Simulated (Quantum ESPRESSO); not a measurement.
## One change at a time to Hf2Li2RuTa2Ti

Calculated results; nothing here was measured. They come from Quantum ESPRESSO 7.5, a public plane-wave density functional program. Each row is one single-point run on a made-up periodic cell of eight metal atoms, with elements, volume, strain and displacements drawn at random and not relaxed, so a cell may be unstable or far from any real phase. There is no spin polarisation or spin-orbit coupling.

Settings: PBE unless stated; PseudoDojo standard norm-conserving files; Fermi-Dirac width 0.25 eV, which means electrons at about 2900 K; cutoff 1143 eV; 5 x 5 x 4 k mesh shifted half a step off Gamma. E is the free energy of the whole cell (internal energy minus TS), so a -TS column is already part of it. Stress is positive in tension, and the pressure P is minus a third of its trace.

Checks: one run of this series was repeated at a higher cutoff and on a denser mesh, which moved values by no more than 0.002 eV, 0.05 GPa and 0.009 eV/Å, and a second program with other atomic files agreed on it to 2 % rms in force and 0.5 GPa in pressure. Known limits: heavy elements are run without spin-orbit coupling, which real alloys of them have; a spin test at this wide smearing found no moment, but such smearing suppresses magnetism that the real alloy may have.

The lattice is hexagonal close-packed, and the cell vectors in Å are (4.355, -2.569, -0.055); (-2.834, 0.021, -4.634); (2.851, 5.047, -0.034), a volume of 136.84 Å³ in run 1. The elements on sites 1 to 8 are Hf Ta Li Ti Li Ru Hf Ta. Each later run makes one change to run 1 and keeps the rest. E is counted from run 1, and is n/a where other atomic files have another zero of energy.

```
run,change,V (Å³),P (GPa),-TS (eV),rms force (eV/Å),largest change of a force component (eV/Å),E (eV)
1,none,136.84,8.30,-1.676,1.155,0.000,0.000
2,sites 3 and 4 exchanged,136.84,7.77,-1.555,1.098,1.052,-0.301
3,all lengths scaled by -0.70 %,133.99,11.25,-1.639,1.224,0.216,0.174
4,LDA in place of PBE,136.84,-1.45,-1.693,0.982,0.525,n/a
5,Mo on site 1,136.84,1.81,-1.794,1.197,0.581,n/a
6,site 7 moved by -0.18 Å along x,136.84,7.92,-1.675,0.978,1.530,?
```

## Worked estimate

Along the move dE = -F dx. The force on site 7 along x is -1.907 eV/Å in run 1 and -0.377 eV/Å in run 6, and the move is -0.18 Å, so the mean force times the move gives an estimate.

## Withheld value

Question: what E should run 6 give?

The estimate is -0.206 eV. The calculation gave -0.207 eV.
